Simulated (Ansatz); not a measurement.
# Cutoff convergence: Si

System: Si (diamond type, first atom moved by 0.06 Å along [111]), 2 atoms in the cell.

```
Si
1.0
     0.00000    2.73500    2.73500
     2.73500    0.00000    2.73500
     2.73500    2.73500    0.00000
Si
2
Direct
  0.00633 0.00633 0.00633
  0.25000 0.25000 0.25000
```

All numbers below come from Ansatz, HSE06, plane waves, PAW datasets (generated soft set 1).

Exchange singularity: Wigner-Seitz; k-mesh 4×4×4 Γ-centred; Fermi–Dirac smearing of 0.05 eV; no spin polarisation.

```json
{"cutoff (eV)": "280", "E − E(top) (meV/atom)": "10.1", "pressure at fixed basis (GPa)": "-1.35", "corrected pressure (GPa)": "-0.86", "rms force change (meV/Å)": "4.2"}
{"cutoff (eV)": "300", "E − E(top) (meV/atom)": "5.4", "pressure at fixed basis (GPa)": "-1.18", "corrected pressure (GPa)": "-0.88", "rms force change (meV/Å)": "0.7"}
{"cutoff (eV)": "320", "E − E(top) (meV/atom)": "2.6", "pressure at fixed basis (GPa)": "-1.05", "corrected pressure (GPa)": "-0.89", "rms force change (meV/Å)": "0.3"}
{"cutoff (eV)": "340", "E − E(top) (meV/atom)": "1.2", "pressure at fixed basis (GPa)": "-0.97", "corrected pressure (GPa)": "-0.89", "rms force change (meV/Å)": "0.3"}
{"cutoff (eV)": "380", "E − E(top) (meV/atom)": "0.5", "pressure at fixed basis (GPa)": "-0.90", "corrected pressure (GPa)": "-0.89", "rms force change (meV/Å)": "0.0"}
{"cutoff (eV)": "420", "E − E(top) (meV/atom)": "0.4", "pressure at fixed basis (GPa)": "-0.89", "corrected pressure (GPa)": "-0.89", "rms force change (meV/Å)": "0.0"}
{"cutoff (eV)": "480", "E − E(top) (meV/atom)": "0.2", "pressure at fixed basis (GPa)": "-0.90", "corrected pressure (GPa)": "-0.89", "rms force change (meV/Å)": "0.2"}
{"cutoff (eV)": "560", "E − E(top) (meV/atom)": "0.0", "pressure at fixed basis (GPa)": "-0.89", "corrected pressure (GPa)": "-0.89", "rms force change (meV/Å)": "0.0"}
```

Against the 560 eV run, total energies lie within 1 meV/atom from 380 eV on. Forces lie within 10 meV/Å (rms) from 280 eV on. The pressure at a fixed basis moves by -0.45 GPa at 280 eV.

The k-mesh is modest, so these values aren't fully converged in k.
